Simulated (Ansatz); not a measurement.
Consider the following.

TiPd:
```
CELL_PARAMETERS angstrom
      4.55746     0.00000     0.00000
      0.00000     2.78052     0.00000
      0.00000     0.00000     4.87357
ATOMIC_POSITIONS crystal
  Ti 0.25000 0.00000 0.70405
  Ti 0.75000 0.00000 0.29595
  Pd 0.25000 0.50000 0.18748
  Pd 0.75000 0.50000 0.81252
```

This is the r²SCAN-relaxed structure.

Question: All from plane-wave PAW r²SCAN (Ansatz code), unless another level is named. Estimate the density of states at the Fermi level.

Answer: 1.00 states/eV per atom (mean over ±0.08 eV).

Question: Give the formation energy from the elements (no fitted shifts).

Answer: -544 meV/atom.

Question: Next, the gap with spin–orbit coupling?

Answer: none (metallic).

Space group Pmma. The first step of the workflow began from a Materials Project structure, measured or hypothetical; the Crystallography Open Database copy checked does not list it. COD files the formula under space group No. 221, so this cell is another polymorph or a model. With Ti and Pd taken as one species the cell has the higher symmetry Cmcm, so it may be an ordered model of a mixed-site phase. Whether it is the stable phase at ambient conditions was not checked. The cell was relaxed with r²SCAN under the symmetry of its start; of distortions, only those at the zone centre were tested. No spin polarisation was allowed. The references are the lowest solids computed at this level, not always the standard phases. Spin–orbit coupling is left out wherever it is not named.

Potentials: the later of the program's two PAW sets.
